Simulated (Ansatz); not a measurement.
Input, command and steps of an Ansatz relaxation.

```yaml
crystal:
  lattice:
    - [-1.9407637649, 1.9407637649, 5.0126750284]
    - [1.9407637649, -1.9407637649, 5.0126750284]
    - [1.9407637649, 1.9407637649, -5.0126750284]
  atoms:
    - { symbol: Ti, position: [0.0, 0.0, 0.0] }
    - { symbol: Ti, position: [0.75, 0.25, 0.5] }
    - { symbol: O, position: [0.2035311097, 0.2035311097, 0.0] }
    - { symbol: O, position: [0.9535311097, 0.4535311097, 0.5] }
    - { symbol: O, position: [0.5464688903, 0.0464688903, 0.5] }
    - { symbol: O, position: [0.7964688903, 0.7964688903, 0.0] }
basis:
  ecutwfc: 420
kpoints:
  mp_grid: { grid: [8, 8, 8] }
hamiltonian:
  xc: pbe
  hubbard: { sites: [{ species: Ti, l: d, u_eff: 4.0 }] }
scf:
  occupations: { method: gaussian, width: 0.02 }
output:
  forces: true
  stress: true
  eigenvalues: true
relax:
  adjacent_minimum: "off"
  f_tol: 0.01
  max_steps: 30
  cell: { stress_tol: 0.1, fix: [volume] }
```

```bash
ansatz run input.yaml --threads 1 --pin off --max-ram 2560MiB --backend cpu --events-out ev --progress --plain --runs-dir out
```

All numbers below come from Ansatz 0.2.0, DFT PBE+U, scalar-relativistic, plane waves, PAW.

The volume is held at 1.06 times that of the relaxed cell.

Of 4 frames 3 are shown, positions in Å and forces in eV/Å; the SCF threshold varies from step to step. Steps run on the plane waves of an earlier cell, with a Pulay correction in the pressure. The basis is chosen afresh for the last frame, the zero of the energies, and at times for earlier ones too; energy and pressure step there, also at an unchanged geometry.

```xyz
6
Lattice="-1.9408 1.9408 5.0127 1.9408 -1.9408 5.0127 1.9408 1.9408 -5.0127" Properties=species:S:1:pos:R:3:forces:R:3 pbc="T T T" step=1 free_energy_over_end_meV_per_atom=0.66 pressure_GPa=-9.67
Ti    0.0000    0.0000    0.0000    0.0000    0.0000    0.0000
Ti    0.0000    1.9408    2.5063    0.0000    0.0000    0.0000
O     0.0000    0.0000    2.0405    0.0000    0.0000   -0.1408
O     0.0000    1.9408    4.5468    0.0000    0.0000   -0.1408
O     0.0000    1.9408    0.4659    0.0000    0.0000    0.1408
O     0.0000    0.0000    7.9849    0.0000    0.0000    0.1408
6
Lattice="-1.9374 1.9374 5.0301 1.9374 -1.9374 5.0301 1.9374 1.9374 -5.0301" Properties=species:S:1:pos:R:3:forces:R:3 pbc="T T T" step=2 free_energy_over_end_meV_per_atom=0.08 pressure_GPa=-9.29
Ti    0.0000    0.0000    0.0000    0.0000    0.0000    0.0000
Ti    0.0000    1.9374    2.5151    0.0000    0.0000    0.0000
O     0.0000    0.0000    2.0369    0.0000    0.0000   -0.0450
O     0.0000    1.9374    4.5519    0.0000    0.0000   -0.0450
O     0.0000    1.9374    0.4782    0.0000    0.0000    0.0450
O     0.0000    0.0000    8.0233    0.0000    0.0000    0.0450
6
Lattice="-1.9362 1.9362 5.0363 1.9362 -1.9362 5.0363 1.9362 1.9362 -5.0363" Properties=species:S:1:pos:R:3:forces:R:3 pbc="T T T" step=4 free_energy_over_end_meV_per_atom=0.00 pressure_GPa=-9.13
Ti    0.0000    0.0000    0.0000    0.0000    0.0000    0.0000
Ti    0.0000    1.9362    2.5181    0.0000    0.0000    0.0000
O     0.0000    0.0000    2.0349    0.0000    0.0000   -0.0012
O     0.0000    1.9362    4.5531    0.0000    0.0000   -0.0012
O     0.0000    1.9362    0.4832    0.0000    0.0000    0.0012
O     0.0000    0.0000    8.0376    0.0000    0.0000    0.0012
```

Time: 43 s on 1 thread of Intel(R) Xeon(R) Platinum 8259CL CPU @ 2.50GHz (Skylake/Cascade Lake) (shared host), peak memory 0.61 GiB.